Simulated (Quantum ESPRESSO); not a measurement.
## Kohn-Sham bands of SnO2 (rutile)

```yaml
crystal:
  lattice:
    - [4.76482, 0.00000, 0.00000]
    - [0.00000, 4.76482, 0.00000]
    - [0.00000, 0.00000, 3.20750]
  atoms:
    - { symbol: Sn, position: [0.50000, 0.50000, 0.50000] }
    - { symbol: Sn, position: [0.00000, 0.00000, 0.00000] }
    - { symbol: O, position: [0.19403, 0.80597, 0.50000] }
    - { symbol: O, position: [0.80597, 0.19403, 0.50000] }
    - { symbol: O, position: [0.69403, 0.69403, 0.00000] }
    - { symbol: O, position: [0.30597, 0.30597, 0.00000] }
```

Cell from Materials Project (mp-856), symmetrised, no further relaxation. COD (Crystallography Open Database) has an entry of this formula and space group (matched by these alone). Method: PBEsol plane waves in Quantum ESPRESSO 7.5 (PseudoDojo norm-conserving files, 68 Ry, no spin polarisation, no spin-orbit coupling), Bloch states on a 6×6×10 mesh through Γ, Wannier90 4.0.1. Density: 6×6×10 mesh, cold smearing 0.01 Ry. Spin-orbit coupling is left out although heavy elements are present.

Energies are relative to the valence-band maximum; weights are on the orthonormalised atomic waves of the pseudopotential files, averaged over the group. 52 electrons a cell are treated as valence.

### Question
Into which isolated groups do the bands fall, where do they lie and what are they made of?

### Answer
| bands | from (eV) | to (eV) | filling | weight on atomic waves |
|---|---|---|---|---|
| 1–10 | -21.05 | -19.81 | filled | Sn 4d 94 %, O 2s 4 % |
| 11–14 | -18.80 | -15.21 | filled | O 2s 69 %, Sn 5p 13 %, Sn 4d 11 % |
| 15–26 | -8.20 | 0.00 | filled | O 2p 84 %, Sn 5p 8 %, Sn 5s 5 % |

The Kohn-Sham gap over both meshes and the path is 0.94 eV.
